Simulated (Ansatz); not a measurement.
CdS (zinc blende)

```xyz
4
Lattice="0.0000 5.8778 5.8778 2.9389 2.9389 5.8778 2.9389 2.9389 0.0000" Properties=species:S:1:pos:R:3 pbc="T T T"
S      4.4084     4.4084     4.4084
S      4.4084     7.3473     7.3473
Cd     0.0000     0.0000     0.0000
Cd     2.9389     5.8778     2.9389
```

The atoms are displaced by Q × the pattern below (from a DFPT mode at X = (0.5, 0.5, 0.0), largest move 1; Q in Å), at fixed cell. It is one choice among 2 degenerate patterns. (q is in reciprocal vectors of the primitive cell; the cell shown is doubled to hold the pattern.)

```tsv
atom	x	y	z
S1	-0.682	0.000	0.000
S2	0.682	0.000	0.000
Cd3	0.000	-1.000	0.000
Cd4	0.000	1.000	0.000
```

Method: r2SCAN (plane waves to 500 eV, PAW, scalar-relativistic; Ansatz, a quantum-chemistry and plane-wave program). k mesh 10×10×10 (Γ-centred), Fermi-Dirac smearing 0.05 eV. The energy includes the smearing's −TS. CdS was relaxed with its symmetry unable to fall. ΔE is measured from the undisplaced structure.

| Q (Å) | ΔE (meV/cell) |
|---|---|
| -0.1000 | 13.6 |
| -0.0833 | 9.4 |
| -0.0667 | withheld |
| -0.0500 | 3.4 |
| -0.0333 | 1.5 |
| -0.0167 | 0.4 |
| 0.0000 | 0.0 |
| 0.0167 | 0.4 |
| 0.0333 | 1.5 |
| 0.0500 | 3.4 |
| 0.0667 | withheld |
| 0.0833 | 9.4 |
| 0.1000 | 13.6 |

Problem. Fit an even polynomial form (powers 2, 4) to the given rows and predict ΔE at Q = 0.0667.

Solution. Least squares on the 11 given rows: ΔE = (1352)·Q² + (731.5)·Q⁴, in meV/cell with Q in Å; root-mean-square residual 0.01 meV/cell. At 0.0667 the fit gives 6.0 meV/cell; the calculation gives 6.0 meV/cell, the same to the digits shown. The quadratic term alone would give 6.0 meV/cell.

(A displaced cell: forces are minus the slopes of the energy, force constants its curvatures, and phonons follow from these.)
